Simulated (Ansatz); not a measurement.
MgSnO3 (cubic perovskite, Pm-3m) under volume change, the program Ansatz at the LDA level (PAW), scaled uniformly.

```
V (Å³/atom)  E − E(relaxed) (meV/atom)     P (GPa)
-----------  -------------------------  ----------
11.222                      (withheld)  (withheld)
11.592                            27.8       12.71
11.962                             6.6        5.83
12.332                             0.0        0.01
12.702                      (withheld)  (withheld)
13.072                            22.2       -9.10
13.442                            47.3      -12.62
```

Problem. Fill in the missing entries.

Solution. 
- 12.702, E − E(relaxed) (meV/atom): 5.8
- 12.702, P (GPa): -4.93
- 11.222, E − E(relaxed) (meV/atom): 66.2
- 11.222, P (GPa): 20.83

Problem. What does a third-order Birch–Murnaghan fit give for V₀, B₀ and B′?

Solution. V₀ = 12.33 Å³/atom, B₀ = 178 GPa, B′ = 4.5.

The cell is a constructed one: a structure type filled with these elements; neither database checked (COD, Materials Project) lists it. Its standing as an ambient phase is unchecked. The cell was relaxed with LDA under the symmetry of its start. At this level the phase is dynamically unstable (imaginary phonons). Spin–orbit coupling is left out wherever it is not named.

Potentials: the earlier of the program's two PAW sets. The files were generated under PBE; for other functionals the program regenerates the frozen cores, and for LDA and PBEsol the local potential too.
